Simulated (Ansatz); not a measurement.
AgBr:
```
CELL_PARAMETERS angstrom
      0.00000     2.79192     2.79192
      2.79192     0.00000     2.79192
      2.79192     2.79192     0.00000
ATOMIC_POSITIONS crystal
  Ag 0.50000 0.50000 0.50000
  Br 0.00000 0.00000 0.00000
```

Cartesian axes are those of the cell as given.

Give the high-frequency dielectric tensor and the Born effective charge tensors of the independent atoms from DFPT, DFT-LDA in the program Ansatz with PAW potentials.


ε∞:
```
6.93  0.00  0.00
0.00  6.93  0.00
0.00  0.00  6.93
```
Z* of atom 1 (Ag), rows: field, columns: displacement, in e:
```
1.51  0.00  0.00
0.00  1.51  0.00
0.00  0.00  1.51
```
Z* of atom 2 (Br), rows: field, columns: displacement, in e:
```
-1.51   0.00   0.00
 0.00  -1.51   0.00
 0.00   0.00  -1.51
```

Space group Fm-3m (rock salt). The LDA relaxation kept the symmetry of its start. The run is not spin-polarised. Scalar-relativistic: spin–orbit coupling is off unless named, which matters more the heavier the elements.

Potentials: the later of the program's two PAW sets.
